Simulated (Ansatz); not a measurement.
CoPdN2:
```yaml
crystal:
  lattice:
    - [1.38179, 0.79777, 6.00649]
    - [-1.38179, 0.79777, 6.00649]
    - [0.00000, -1.59555, 6.00649]
  atoms:
    - { symbol: Co, position: [0.50000, 0.50000, 0.50000] }
    - { symbol: Pd, position: [0.00000, 0.00000, 0.00000] }
    - { symbol: N, position: [0.89107, 0.89107, 0.89107] }
    - { symbol: N, position: [0.10893, 0.10893, 0.10893] }
```
The run is spin-polarised; directions of the spins, atom by atom: ↑ 0 0 0.

Relaxed with r²SCAN.

Q: Tabulate the valence density and the electron localisation function along the shortest Pd–N contact (1.96 Å), the program Ansatz at the r²SCAN level (PAW).

A: 

| distance from Pd (Å) | density (e/Å³) | ELF |
|---|---|---|
| 0.20 | 12.88 | 0.31 |
| 0.29 | 11.59 | 0.39 |
| 0.39 | 9.70 | 0.44 |
| 0.49 | 7.45 | 0.45 |
| 0.59 | 5.17 | 0.41 |
| 0.69 | 3.24 | 0.34 |
| 0.79 | 1.90 | 0.26 |
| 0.88 | 1.20 | 0.21 |
| 0.98 | 0.95 | 0.25 |
| 1.08 | 0.96 | 0.43 |
| 1.18 | 1.13 | 0.68 |
| 1.28 | 1.44 | 0.83 |
| 1.37 | 1.92 | 0.87 |
| 1.47 | 2.54 | 0.83 |
| 1.57 | 3.18 | 0.72 |
| 1.67 | 3.60 | 0.50 |
| 1.77 | 3.68 | 0.24 |

The density is the valence pseudo-density with augmentation charge, so density and ELF within about 1 Å of a nucleus are not all-electron values.

Space group R-3m. The start of the workflow was typed in or built on a structure type; neither database checked (COD, Materials Project) lists it. Its standing as an ambient phase is unchecked. The cell was relaxed with r²SCAN under the symmetry of its start; its stability against distortions is not shown here. The final state is ferromagnetic, the only order run, not a proven ground state. Its formation energy is positive at this level, so the cell may be metastable or incomplete. Other orbital occupations within this spin state were not tried. No Hubbard U is applied.

Potentials: the later of the program's two PAW sets.
